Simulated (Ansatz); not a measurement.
## Relaxing a structure of P

The start is a relaxed P cell with every coordinate shifted by Gaussian noise of σ = 0.3 Å. A full variable-cell relaxation at zero pressure is run with PBEsol (plane waves to 420 eV, PAW, scalar-relativistic; Ansatz, a program for electronic structure). First-step values are on the input's coarse k-mesh.

Ansatz input (later rounds restart from its end on a renewed k-mesh):
Ansatz 0.2 input:
```yaml
crystal:
  lattice:
    - [1.6588983333, -5.1470998051, 0]
    - [1.6588983333, 5.1470998051, 0]
    - [0, 0, 4.1915778133]
  atoms:
    - { symbol: P, position: [0.8604347697, 0.1320485346, 0.2191689464] }
    - { symbol: P, position: [0.1736639888, 0.8782919237, 0.866892203] }
    - { symbol: P, position: [0.4535847256, 0.6678316056, 0.4180515817] }
    - { symbol: P, position: [0.6894490757, 0.4587804519, 0.4320887446] }
basis: { ecutwfc: 420, ecutrho_ratio: 4, xc_grid: 2, fft_grid_basis: typed }
kpoints: { mp_grid: { grid: [7, 7, 6] } }
hamiltonian:
  xc: pbesol
  dispersion: none
  pseudopotentials: { kind: paw }
scf: { occupations: { method: fermi_dirac, width: 0.05 } }
relax: { f_tol: 0.01, max_steps: 100, cell: { stress_tol: 0.02 } }
output: { forces: true, stress: true }
```

Q: What pressure does the first self-consistent step give?

A: +18 GPa (positive: the cell is compressed).

Q: What is the largest force in the starting geometry, and on which atom (counted from 1)?

A: About 15.9 eV/Å, on P1 (atoms numbered as listed).

Q: By how much does the energy per atom fall from start to end?

A: 1.22 eV/atom.

Q: How does the volume change?

A: -20.7 %, from 17.89 to 14.18 Å³/atom.

Q: How do the shortest distances between atoms change?

A: The closest pairs of elements (up to four, under 3.6 Å), start → end: P–P 1.69 → 2.42 Å.

Final values are on a 19×19×19 k-mesh of the relaxed cell. No spin polarisation in the result. The relaxed primitive cell holds an odd number of electrons. A magnetic state may lie lower.

The relaxed structure here is a generated cell of P: the first start was made by placing the elements on the sites of a structure type, and the end was not matched to a known phase here, so it may be hypothetical. Known forms of P include space group No. 64.
